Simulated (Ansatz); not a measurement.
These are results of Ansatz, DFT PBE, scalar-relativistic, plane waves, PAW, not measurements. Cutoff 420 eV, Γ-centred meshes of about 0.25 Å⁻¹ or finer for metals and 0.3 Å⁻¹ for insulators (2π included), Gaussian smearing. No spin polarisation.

Relaxed structures of Ta₅Br₃, with energies over the first row. Coordination counts Br atoms around Ta (those within 1.25 times the shortest such distance or 1.15 times the sum of covalent radii, 1.27 where that leaves under three; a plus sign parts nearer from farther groups; the shortest distance is added where it exceeds 1.18 times the sum of covalent radii; a slash parts the counts of unlike sites).

```json
{"#": "1", "form": "P-3m1", "sites": "Ta 2c, 2d, 2d, 2c, 2d; Br 2d, 2c, 2d", "V (Å³/atom)": "23.2", "coordination": "Ta 3/3 from 4.4 Å/6+6 from 4.4 Å", "ΔE (meV/atom)": "0"}
{"#": "2", "form": "Pmmm", "sites": "Ta 1c, 1a, 1f, 2s; Br 2r, 1h", "V (Å³/atom)": "19.4", "coordination": "Ta 4/4+2", "ΔE (meV/atom)": "742"}
```

A further structure, relaxed alike:

Space group P4/mmm (No. 123). a = 7.492 Å, b = 7.492 Å, c = 3.386 Å, α = 90.00°, β = 90.00°, γ = 90.00°
```json
{"atom": "Ta", "site": "4j", "symmetry": "m.2m", "x": "0.6969", "y": "0.3031", "z": "0.0000"}
{"atom": "Ta", "site": "1d", "symmetry": "4/mmm", "x": "0.5000", "y": "0.5000", "z": "0.5000"}
{"atom": "Br", "site": "1b", "symmetry": "4/mmm", "x": "0.0000", "y": "0.0000", "z": "0.5000"}
{"atom": "Br", "site": "2f", "symmetry": "mmm.", "x": "0.5000", "y": "0.0000", "z": "0.0000"}
```

Question: Where does it fall in the ranking, and at what energy?

Answer: It falls between rows 1 and 2, 655 meV/atom above row 1, with space group P4/mmm (No. 123) and 23.8 Å³/atom. Counting Br atoms around Ta, this cell has Ta 2+2/8 from 4.1 Å and row 1 has Ta 3/3 from 4.4 Å/6+6 from 4.4 Å. Ta on a site of symmetry m2m is surrounded by 2 Ta at 2.69 Å, 2 Br at 2.71 Å, 2 Ta at 2.95 Å, 2 Ta at 3.39 Å and 2 Br at 3.63 Å; Ta on a site of symmetry 4/mmm has 8 Ta at 2.69 Å; around Br on a site of symmetry 4/mmm lie 2 Br at 3.39 Å and 8 Ta at 3.63 Å; Br on a site of symmetry mmm is surrounded by 4 Ta at 2.71 Å.

These runs have no spin–orbit coupling, which can matter for Ta. Trial moments fell under 0.15 μB along the way in P-3m1, P4/mmm and Pmmm; another start might hold them. Cells relaxed within their symmetry can be saddle points.
